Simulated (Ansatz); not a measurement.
Input:

Sb2Mo:
```cif
data_Mo4Sb8
_chemical_formula_sum 'Mo4 Sb8'
_space_group_name_H-M_alt 'Cmc21'
_space_group_IT_number 36
_space_group_name_Hall 'C 2c -2'
_cell_length_a 3.37668
_cell_length_b 12.79820
_cell_length_c 5.89349
_cell_angle_alpha 90.000
_cell_angle_beta 90.000
_cell_angle_gamma 90.000
loop_
_space_group_symop_operation_xyz
  'x, y, z'
  '-x, -y, z+1/2'
  '-x, y, z'
  'x, -y, z+1/2'
  'x+1/2, y+1/2, z'
  '-x+1/2, -y+1/2, z+1/2'
  '-x+1/2, y+1/2, z'
  'x+1/2, -y+1/2, z+1/2'
loop_
_atom_site_label
_atom_site_type_symbol
_atom_site_symmetry_multiplicity
_atom_site_Wyckoff_symbol
_atom_site_fract_x
_atom_site_fract_y
_atom_site_fract_z
_atom_site_occupancy
Mo1 Mo 4 a 0.00000 0.09844 0.49869 1
Sb1 Sb 4 a 0.00000 0.43904 0.36055 1
Sb2 Sb 4 a 0.00000 0.70970 0.21576 1
```
(The calculation used a cell of 6 atoms; values per cell refer to that cell.)

This is the PBEsol-relaxed structure.

Task: All from DFT-PBEsol in the program Ansatz with PAW potentials, unless another level is named. Predict the electronic character.

Result: metallic (no gap).

Task: Predict the density of states at the Fermi level.

Result: 0.14 states/eV per atom (mean over ±0.08 eV).

Task: What about the formation energy from the elements (no fitted shifts)?

Result: 0.036 eV/atom.

Space group Cmc2_1. The start of the workflow was typed in or built on a structure type; neither database checked (COD, Materials Project) lists it. Whether it is the stable phase at ambient conditions was not checked. The PBEsol relaxation kept the symmetry of its start; whether a distortion lowers the energy is not shown. No spin polarisation was allowed. The volume moved by -18 % from the start of the relaxation. The references are the lowest solids computed at this level, not always the standard phases. Spin–orbit coupling is left out wherever it is not named.

Potentials: the later of the program's two PAW sets.
